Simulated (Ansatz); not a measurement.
Relaxed-ion elastic tensor of Bi (A7 (α-As type), space group No. 166) in GPa (Voigt order), LDA in the plane-wave PAW code Ansatz; density 10.35 g/cm³, 33.51 Å³ per atom.

```json
[
 {"": "1", "1": "76.6", "2": "34.4", "3": "30.3", "4": "-6.5", "5": "0.0", "6": "0.0"},
 {"": "2", "1": "34.4", "2": "76.6", "3": "30.3", "4": "6.5", "5": "0.0", "6": "0.0"},
 {"": "3", "1": "30.3", "2": "30.3", "3": "46.5", "4": "0.0", "5": "0.0", "6": "0.0"},
 {"": "4", "1": "-6.5", "2": "6.5", "3": "0.0", "4": "11.7", "5": "0.0", "6": "0.0"},
 {"": "5", "1": "0.0", "2": "0.0", "3": "0.0", "4": "0.0", "5": "11.7", "6": "-6.5"},
 {"": "6", "1": "0.0", "2": "0.0", "3": "0.0", "4": "0.0", "5": "-6.5", "6": "21.1"}
]
```

### Question
Is the crystal mechanically stable?

### Answer
Yes: the smallest eigenvalue of C is 8.4 GPa.

### Question
Work out the Voigt, Reuss and Hill averages.

### Answer
K_V = 43.3, K_R = 40.2, K_H = 41.8; G_V = 15.9, G_R = 12.5, G_H = 14.2 GPa.

### Question
Give Young's modulus, Poisson's ratio, Pugh's ratio and the universal anisotropy index.

### Answer
E = 9KG/(3K + G) = 38.3 GPa; ν = 0.35; K/G = 2.94 (ductile by the Pugh limit of 1.75); A_U = 5G_V/G_R + K_V/K_R − 6 = 1.41.

### Question
Estimate the sound speeds and the Debye temperature.

### Answer
v_l = √((K + 4G/3)/ρ) = 2420 m/s, v_t = √(G/ρ) = 1170 m/s, mean 1320 m/s; Θ = (h/k)(3n/4πV)^(1/3) v_m = 122 K.

### Question
Solve the Christoffel equation for the three sound speeds along x, y, z.

### Answer
Eigenvalues of C_ijkl n_j n_l equal ρv². In km/s, slowest first: x 0.90, 1.53, 2.72; y 1.03, 1.43, 2.73; z 1.06, 1.06, 2.12.

### Question
How much does each axis shrink under pressure?

### Answer
Linear compressibilities β_i = Σ_j S_ij (j = 1 to 3): x 4.9, y 4.9, z 15 per TPa.

Space group R-3m (A7 (α-As type)). The cell was relaxed with LDA under the symmetry of its start; of distortions, only those at the zone centre were tested. As this level gives no gap, shear constants depend on the k-mesh and smearing (Fermi–Dirac, 0.1 eV here). Spin–orbit coupling is left out wherever it is not named.

Potentials: the earlier of the program's two PAW sets.
